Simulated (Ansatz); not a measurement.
The relaxed structure here is a generated cell of Y3Ge: the first start was made by placing the elements on the sites of a structure type, and the end was not matched to a known phase here, so it may be hypothetical.

A relaxed structure of Y3Ge. All values below come from r2SCAN (plane waves to 500 eV, PAW, scalar-relativistic; Ansatz, a quantum-chemistry and plane-wave program).

```xyz
4
Lattice="4.6846 0.0000 0.0000 0.0000 4.6846 0.0000 0.0000 0.0000 4.6846" Properties=species:S:1:pos:R:3 pbc="T T T"
Ge     2.3423     2.3423     2.3423
Y      0.0000     0.0000     2.3423
Y      2.3423     0.0000     0.0000
Y      0.0000     2.3423     0.0000
```

Problem. Find the space group and the Wyckoff positions (tolerance 0.01 Å).

Solution. Space group Pm-3m (No. 221); a = 4.685 Å, b = 4.685 Å, c = 4.685 Å, α = 90.00°, β = 90.00°, γ = 90.00°

| atom | site | symmetry | x | y | z |
|---|---|---|---|---|---|
| Ge | 1b | m-3m | 0.5000 | 0.5000 | 0.5000 |
| Y | 3d | 4/mm.m | 0.0000 | 0.0000 | 0.5000 |

This is the Cu3Au type.

Problem. Give the shortest distances between elements (the closest pairs, up to four, under 3.6 Å).

Solution. Ge–Y 3.31 Å; Y–Y 3.31 Å.

```json
{
 "volume_per_atom": "25.70 Å³",
 "density": "5.48 g/cm³",
 "band_gap": "no gap (metallic)"
}
```

No spin polarisation in the result. The relaxed primitive cell holds an odd number of electrons. A magnetic state may lie lower.

The run could not lose the symmetry of its start, so the end can be a saddle point.

All atoms sit on sites fixed by symmetry, so only the cell could relax.
